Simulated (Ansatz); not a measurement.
Rough cost of magnetic runs on MnHg (P4/mmm) in Ansatz 0.2.0, 2 threads of Arm Neoverse V1, on a shared host.

```
CELL_PARAMETERS angstrom
3.28800 0.00000 0.00000
0.00000 3.28800 0.00000
0.00000 0.00000 3.31300
ATOMIC_POSITIONS crystal
Mn 0.50000 0.50000 0.50000
Hg 0.00000 0.00000 0.00000
```

```
                                                           run  functional, mesh  k points solved  bands  iterations  wall time (s)  peak memory (GiB)
                        PAW: free moments from the typed start     LDA, 12×12×12              196     24          10             14                0.5
                   PAW: spiral at 0.833 of the way from Γ to M     LDA, 12×12×12              294     44          12             86               0.95
AE-PAW: exchange couplings and spin waves by the force theorem     LDA, 12×12×12              196     24          15            210                1.1
                                          PAW: spiral at q = 0     LDA, 12×12×12              196     44          13             55               0.72
                   PAW: spiral at 0.667 of the way from Γ to M     LDA, 12×12×12              301     44          12             85               0.95
                   PAW: spiral at 0.333 of the way from Γ to M     LDA, 12×12×12              301     44          15            110               0.95
                       PAW: spiral at 1 of the way from Γ to M     LDA, 12×12×12              301     44          12             91               0.98
                     PAW: spiral at 0.5 of the way from Γ to M     LDA, 12×12×12              294     44          12             81               0.94
   PAW: exchange couplings and spin waves by the force theorem     LDA, 12×12×12              196     24          10            290                1.1
```
